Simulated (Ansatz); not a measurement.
Li2SiS3 in space group Cmc2_1 (No. 36; Li on 8b, Si on 4a, S on 8b, S on 4a) at seven volumes, the program Ansatz at the HSE06 level (PAW), shape and atoms relaxed at each. One row is withheld.

```
V (Å³/atom)  P (GPa)
-----------  -------
17.781          4.55
18.367             ?
18.953          1.27
19.539         -0.01
20.125         -1.07
20.712         -1.98
21.298         -2.74
```

### Question
Fit the shown pressures and predict the withheld one.

### Answer
Third-order Birch–Murnaghan: P = (3/2)B₀(x^(7/2) − x^(5/2))[1 + (3/4)(B′ − 4)(x − 1)] with x = (V₀/V)^(2/3). Least squares on the six rows gives V₀ = 19.538 Å³/atom, B₀ = 38.79 GPa, B′ = 4.64. At V = 18.367, x = 1.0421 and P = 2.77 GPa. The run itself gave 2.77 GPa.

The workflow started from a Materials Project entry (that database holds measured and hypothetical structures alike); the Crystallography Open Database copy checked does not list it. Its standing as an ambient phase is unchecked. Symmetry was held in the HSE06 relaxation; its stability against distortions is not shown here.

Potentials: the later of the program's two PAW sets.
